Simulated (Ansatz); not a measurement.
**Structures of K2Zn: which is lowest?**

Plane-wave DFT in Ansatz with scalar-relativistic PAW potentials, cutoff 420 eV, Γ-centred meshes chosen by cell and gap, Gaussian smearing with energies taken to zero width. Every cell was relaxed (cell and atoms) in a run of its own, within the symmetry of its start. Functional: PBE.

Relaxed structures (starts from databases or built by putting these elements on another compound's sites):
A. P4/nmm, 6 atoms in the computed cell, a = 5.528 Å, c = 9.493 Å; sites (symmetry × multiplicity) K -4m2 × 2 + 4mm × 2, Zn 4mm × 2; start: built
B. I4/mmm, 3 atoms in the computed cell, a = 4.279 Å, c = 15.647 Å; sites (symmetry × multiplicity) K 4mm × 4, Zn 4/mmm × 2; start: built
C. Fd-3m, 6 atoms in the computed cell, a = 11.408 Å; sites (symmetry × multiplicity) K .-3m × 16, Zn -43m × 8; start: built

Problem. Rank them by energy. Could pressure change the order?

Solution.
| structure | group | E − E(lowest) (meV/atom) | V (Å³/atom) | gap on mesh (eV) |
| --- | --- | --- | --- | --- |
| B | I4/mmm | 0.0 | 47.74 | 0.00 |
| A | P4/nmm | 14.8 | 48.34 | 0.00 |
| C | Fd-3m | 265 | 61.86 | 0.00 |

B is lowest, 15 meV/atom under A. The lowest is also the densest of these, so pressure wouldn't bring one of the others in at first order. Other structures may lie lower than all of these, and vibrations aren't counted.